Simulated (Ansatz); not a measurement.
The start is a generated cell, Cr2N built in the AFLOW prototype A2B_oI12_72_j_a (C42, as in SiS2). The structure is fully relaxed (lattice and positions, P = 0) with PBEsol (plane waves to 420 eV, PAW, scalar-relativistic; Ansatz, an electronic-structure program). The first steps use a coarse 8×8×8 k-mesh.

Initial structure:
```
Cr2N
1.0
   -2.03714     3.47737     2.01283
    2.03714    -3.47737     2.01283
    2.03714     3.47737    -2.01283
Cr N
4 2
Direct
  0.88180   0.79120   0.67300
  0.38180   0.70880   0.09060
  0.61820   0.29120   0.90940
  0.11820   0.20880   0.32700
  0.75000   0.75000   0.00000
  0.25000   0.25000   0.00000
```
Spin-polarised start, with parallel moments on Cr.

* **Energy released**: about 1.9 eV/atom
* **Shortest distances (start → end)**: The closest pairs of elements (up to four, under 3.6 Å), start → end: Cr–N 1.55 → 1.85 Å; N–N 2.01 → 2.52 Å; Cr–Cr 2.37 → 2.27 Å
* **Band gap at the end**: zero (metallic)
* **Moments at the end**: zero (the starting moments vanished)
* **Optimiser moves**: 27

Final structure:

```cif
data_Cr8N4
_chemical_formula_sum 'Cr8 N4'
_space_group_name_H-M_alt 'Ibam'
_space_group_IT_number 72
_space_group_name_Hall '-I 2 2c'
_cell_length_a 2.88802
_cell_length_b 8.63149
_cell_length_c 5.04412
_cell_angle_alpha 90.000
_cell_angle_beta 90.000
_cell_angle_gamma 90.000
loop_
_atom_site_label
_atom_site_type_symbol
_atom_site_symmetry_multiplicity
_atom_site_Wyckoff_symbol
_atom_site_fract_x
_atom_site_fract_y
_atom_site_fract_z
_atom_site_occupancy
Cr1 Cr 8 j 0.15466 0.14881 0.00000 1
N1 N 4 a 0.00000 0.00000 0.25000 1
```
(The calculation used a cell of 6 atoms; values per cell refer to that cell.)

Final values are on a 12×12×12 k-mesh of the relaxed cell. The start holds a very short contact (N–Cr 1.55 Å). No spin polarisation in the result: the starting moments vanished. A magnetic state may lie lower.

The run could not lower the symmetry of its start; a shaken copy of this end point relaxes with PBEsol to C2/m (No. 12), 0.34 eV/atom lower.

The relaxed structure here is a generated cell of Cr2N: the first start was made by placing the elements on the sites of a structure type, and the end was not matched to a known phase here, so it may be hypothetical.
